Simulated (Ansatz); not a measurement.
## CuI: computed property card

CuI:
Space group Cmcm (No. 63); a = 6.659 Å, b = 6.938 Å, c = 4.256 Å, α = 90.00°, β = 90.00°, γ = 90.00°

```json
[
 {"atom": "Cu", "site": "4c", "symmetry": "m2m", "x": "0.0000", "y": "0.4148", "z": "0.2500"},
 {"atom": "I", "site": "4c", "symmetry": "m2m", "x": "0.0000", "y": "0.2159", "z": "0.7500"}
]
```
(The calculation used a cell of 4 atoms; values per cell refer to that cell.)

Space group Cmcm (No. 63); conventional cell a = 6.659 Å, b = 6.938 Å, c = 4.256 Å, α = 90.00°, β = 90.00°, γ = 90.00°.

Method: plane-wave PAW LDA (Ansatz code). The cell and atoms are relaxed at this level. Other levels are named where they apply.

Cell and energy:

- Volume per atom = 24.58 Å³
- Density = 6.43 g/cm³
- Formation energy from the elements (no fitted shifts) = -0.025 eV/atom

Electronic structure:

- Band gap: 0.82 eV (direct)
- Valence-band maximum: at Γ
- Conduction-band minimum: at Γ
- Electron effective mass: 0.14, 0.18, 0.85 mₑ (principal values)
- Hole effective mass: 0.13, 0.54, 2.6 mₑ (principal values)

Phonons:

- Highest zone-centre frequency (without LO–TO term) = 242 cm⁻¹
- Zone-centre stability = unstable, softest mode 38i cm⁻¹

The first step of the workflow began from a Materials Project structure, measured or hypothetical; the Crystallography Open Database copy checked does not list it. It is not the phase usual at ambient conditions (space group No. 216). The LDA relaxation kept the symmetry of its start; phonons show weakly imaginary modes. No spin polarisation was allowed. A crystal of weakly bound chains computed without a dispersion correction: the cell and the soft elastic constants depend strongly on that. The references are the lowest solids computed at this level, not always the standard phases. Scalar-relativistic: spin–orbit coupling is off unless named, which matters more the heavier the elements.

Potentials: the later of the program's two PAW sets.
